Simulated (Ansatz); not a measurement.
Data:

Cs:
```yaml
crystal:
  lattice:
    - [-2.51169, 2.51169, 9.09431]
    - [2.51169, -2.51169, 9.09431]
    - [2.51169, 2.51169, -9.09431]
  atoms:
    - { symbol: Cs, position: [0.25000, 0.75000, 0.50000] }
    - { symbol: Cs, position: [0.50000, 0.50000, 0.00000] }
```

This is the PBEsol-relaxed structure.

**Question.** All from PBEsol (plane waves, PAW; program Ansatz), unless another level is named. Estimate the density of states at the Fermi level.

**Answer.** 1.1 states/eV per atom (mean over ±0.08 eV).

**Question.** Give the gap with spin–orbit coupling.

**Answer.** none (metallic).

Space group I4_1/amd. The first step of the workflow began from a Materials Project structure, measured or hypothetical; the Crystallography Open Database copy checked does not list it. It is not the phase usual at ambient conditions (space group No. 229). The cell was relaxed with PBEsol under the symmetry of its start. At this level the phase is mechanically unstable. Scalar-relativistic: spin–orbit coupling is off unless named, which matters more the heavier the elements.

Potentials: the later of the program's two PAW sets.
